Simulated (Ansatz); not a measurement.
Ti$_{2}$Cd (MoSi2 or CaC2 type, I4/mmm), PBE in the plane-wave PAW code Ansatz, all energies at zero smearing, with the estimated change up to a 700 eV cutoff added, with one set of potentials and settings (totals compare only within such a set). Cell of 3 atoms (2 Ti, 1 Cd): -13254.026 eV.

```csv
element,reference phase,E (eV/atom)
Ti,"P6/mmm, 3 atoms in the cell",-2499.6739
Cd,"P6_3/mmc, 2 atoms in the cell",-8254.4547
```

Formation energy per atom, worked out: (-13254.026 − 2×(-2499.6739) − 1×(-8254.4547))/3 = -0.074 eV/atom (-7 kJ per mol of atoms), at 0 K, without zero-point energy or fitted corrections.

The workflow started from a Materials Project entry (that database holds measured and hypothetical structures alike); the Crystallography Open Database files this formula in space group No. 139, but the cells were not matched. Whether it is the stable phase at ambient conditions was not checked. The cell was relaxed with PBE under the symmetry of its start; whether a distortion lowers the energy is not shown. No spin polarisation was allowed. The references are the lowest solids computed at this level, not always the standard phases.

Potentials: the later of the program's two PAW sets.
